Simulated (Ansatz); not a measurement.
Na, DFT, PBEsol, all-electron PAW with datasets made for the crystal, scalar-relativistic (Ansatz 0.2.0), run on 1 thread of Intel(R) Xeon(R) Platinum 8375C CPU @ 2.90GHz (Ice Lake) on a shared host.

The cell comes from COD entry 9011002, which wasn't checked; take it as a given geometry. The listed cell was then made from it by scaling, straining or moving an atom.

Command: `ansatz run input.yaml --threads 1 --pin off --max-ram 3072MiB --backend cpu --events-out ev --progress --plain --runs-dir out`

```yaml
crystal:
  lattice:
    - [-2.1175, 2.1175, 2.096325]
    - [2.1175, -2.1175, 2.096325]
    - [2.1175, 2.1175, -2.096325]
  atoms:
    - { symbol: Na, position: [0.0, 0.0, 0.0] }
kpoints:
  mp_grid: { grid: [11, 11, 11] }
scf:
  occupations: { method: fermi_dirac, width: 0.03 }
hamiltonian:
  xc: pbesol
  pseudopotentials: { kind: all_electron, datasets: crystal }
output:
  forces: true
  stress: true
  eigenvalues: true
  efg: { contact_densities: true }
```

How large is the problem that the program sets up?

126 irreducible k-points, 177 plane waves at Γ, 9 bands.

Estimate the wall time and the peak memory.

4.3 s of wall time for 8 SCF iterations, with a peak of 0.32 GiB. Times on shared machines scatter by tens of per cent.
